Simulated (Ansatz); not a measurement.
Values for one crystal, relaxed and computed with plane-wave PAW PBEsol (Ansatz code); other levels are named.

```yaml
volume_per_atom: 21.45 Å³
electronic_character: metallic (no gap)
Pressure derivative B′: 5.6
Density of states at the Fermi level: 0.49 states/eV per atom (mean over ±0.08 eV)
Gap with spin–orbit coupling: none (metallic)
Formation energy from the elements (no fitted shifts): -0.52 eV/atom
Bulk modulus (Birch–Murnaghan fit): 80.3 GPa
```

### Question
Which compound is it?
A) MnFeAs, P-62m (Fe on 3f, As on 2c, As on 1b, Mn on 3g)
B) TaC, rock salt
C) VO2, rutile
D) SrGeAu3, P4/nmm (Au on 4e, Au on 2c, Ge on 2c, Sr on 2a)

### Answer
D, SrGeAu3, P4/nmm (Au on 4e, Au on 2c, Ge on 2c, Sr on 2a)

The workflow started from an entry of the Crystallography Open Database (COD, 295 K). Whether it is the stable phase at ambient conditions was not checked. The PBEsol relaxation kept the symmetry of its start; whether a distortion lowers the energy is not shown. The references are the lowest solids computed at this level, not always the standard phases. Scalar-relativistic: spin–orbit coupling is off unless named, which matters more the heavier the elements.

Potentials: the later of the program's two PAW sets.
